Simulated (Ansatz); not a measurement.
ZnF2:
Space group P4₂/mnm (No. 136); a = b = 4.7405 Å, c = 3.1422 Å, α = β = γ = 90.00°

```csv
atom,site,symmetry,x,y,z
Zn,2a,m.mm,0.0000,0.0000,0.0000
F,4f,m.2m,0.3041,0.3041,0.0000
```

Relaxed at zero pressure with DFT-HSE06 in the program Ansatz with PAW potentials.

Q: The volume is lowered by 6 % and shape and atoms relax at that volume. What pressure results, and how do the axes share the change?

A: 7.7 GPa; a -2.5 %, b -2.5 %, c -1.1 %; the energy rises by 16 meV/atom.

Q: Give the new structure.

A: 
Space group P4₂/mnm (No. 136); a = 4.6227 Å, b = 4.6227 Å, c = 3.1062 Å, α = 90.00°, β = 90.00°, γ = 90.00°

```
atom  site  symmetry       x       y       z
----  ----  --------  ------  ------  ------
Zn      2a      m.mm  0.0000  0.0000  0.0000
F       4f      m.2m  0.3027  0.3027  0.0000
```

The phase is kept; no other phase was compared at this pressure.

Space group P4_2/mnm (rutile). The cell was relaxed with HSE06 under the symmetry of its start.

Potentials: the later of the program's two PAW sets.
